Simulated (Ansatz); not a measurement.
## Kick test of a cell of Ga4BAs3

The structure comes from a proposed guess, relaxed at this level; another structure or a mixture of phases may lie lower.

The calculation used DFT PBE, scalar-relativistic, plane waves, PAW (Ansatz 0.2.0). Settings: cutoff 420 eV, Γ-centred mesh 6×6×6 on the computed 8-atom cell, Gaussian smearing of 0.10 eV; no spin polarisation.

The cell below (8 atoms, space group P-43m (No. 215)) is relaxed within its symmetry.

```yaml
crystal:
  lattice:
    - [5.52823, 0.00000, 0.00000]
    - [0.00000, 5.52823, 0.00000]
    - [0.00000, 0.00000, 5.52823]
  atoms:
    - { symbol: Ga, position: [0.21954, 0.21954, 0.21954] }
    - { symbol: Ga, position: [0.78046, 0.78046, 0.21954] }
    - { symbol: Ga, position: [0.78046, 0.21954, 0.78046] }
    - { symbol: Ga, position: [0.21954, 0.78046, 0.78046] }
    - { symbol: B, position: [0.00000, 0.00000, 0.00000] }
    - { symbol: As, position: [0.50000, 0.00000, 0.50000] }
    - { symbol: As, position: [0.00000, 0.50000, 0.50000] }
    - { symbol: As, position: [0.50000, 0.50000, 0.00000] }
```

For the test it was strained at random (σ = 1.5 % a component), the atoms were moved at random (σ = 0.10 Å), and all was relaxed again on a coarse 4×4×4 mesh (in the run’s order of axes) with 0.20 eV smearing, with no symmetry imposed.

Question: What happens?

Answer: It returns, within 1 meV/atom of the unmoved cell on that mesh and with the same symmetry when read at 0.1 Å (P-42m at 0.01 Å, so small strains and shifts remain). No instability shows in this cell; modes of other wave vectors, which need another repeat, aren't tested.
